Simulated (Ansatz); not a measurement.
Rb:
```cif
data_Rb
_chemical_formula_sum 'Rb1'
_space_group_name_H-M_alt 'P 1'
_space_group_IT_number 1
_cell_length_a 4.97750
_cell_length_b 4.97750
_cell_length_c 4.97750
_cell_angle_alpha 109.471
_cell_angle_beta 109.471
_cell_angle_gamma 109.471
loop_
_space_group_symop_operation_xyz
  'x, y, z'
loop_
_atom_site_label
_atom_site_type_symbol
_atom_site_fract_x
_atom_site_fract_y
_atom_site_fract_z
_atom_site_occupancy
Rb1 Rb 0.00000 0.00000 0.00000 1
```

Relaxed with r²SCAN.

Q: Which orbitals make up the states near the Fermi level in r²SCAN (plane waves, PAW; program Ansatz)?

A: Within 0.5 eV of the Fermi level: Rb 5s 83 %, outside the projected shells 16 %. Projections are on Löwdin-orthogonalised atomic valence shells; empty p or d shells of many metals are not among them.

Q: Tabulate the density of states.

A: States/eV per cell of 1 atom, in 0.25 eV bins, energy from the Fermi level.

```tsv
E (eV)	total	Rb 5s	Rb 4p
-7.85	0.00	0.00	0.00
-7.60	0.00	0.00	0.00
-7.35	0.00	0.00	0.00
-7.10	0.00	0.00	0.00
-6.85	0.00	0.00	0.00
-6.60	0.00	0.00	0.00
-6.35	0.00	0.00	0.00
-6.10	0.00	0.00	0.00
-5.85	0.00	0.00	0.00
-5.60	0.00	0.00	0.00
-5.35	0.00	0.00	0.00
-5.10	0.00	0.00	0.00
-4.85	0.00	0.00	0.00
-4.60	0.00	0.00	0.00
-4.35	0.00	0.00	0.00
-4.10	0.00	0.00	0.00
-3.85	0.00	0.00	0.00
-3.60	0.00	0.00	0.00
-3.35	0.00	0.00	0.00
-3.10	0.00	0.00	0.00
-2.85	0.00	0.00	0.00
-2.60	0.00	0.00	0.00
-2.35	0.00	0.00	0.00
-2.10	0.02	0.02	0.00
-1.85	0.18	0.18	0.00
-1.60	0.30	0.29	0.00
-1.35	0.39	0.38	0.00
-1.10	0.47	0.46	0.01
-0.85	0.55	0.53	0.01
-0.60	0.63	0.60	0.01
-0.35	0.72	0.67	0.01
-0.10	0.81	0.72	0.01
0.15	0.96	0.78	0.00
0.40	1.08	0.80	0.00
0.65	0.97	0.52	0.00
0.90	1.43	0.27	0.00
1.15	1.73	0.24	0.00
1.40	1.68	0.10	0.00
1.65	1.42	0.09	0.00
1.90	1.37	0.09	0.00
2.15	1.39	0.09	0.00
2.40	1.50	0.09	0.00
2.65	1.78	0.11	0.00
2.90	2.22	0.10	0.00
3.15	1.48	0.05	0.00
3.40	1.70	0.05	0.00
3.65	1.39	0.06	0.00
3.90	1.39	0.06	0.00
4.15	1.78	0.06	0.00
4.40	2.52	0.07	0.00
4.65	2.72	0.03	0.00
```

Space group Im-3m (bcc (W type)). The r²SCAN relaxation kept the symmetry of its start. Spin–orbit coupling is left out wherever it is not named.

Potentials: the earlier of the program's two PAW sets.
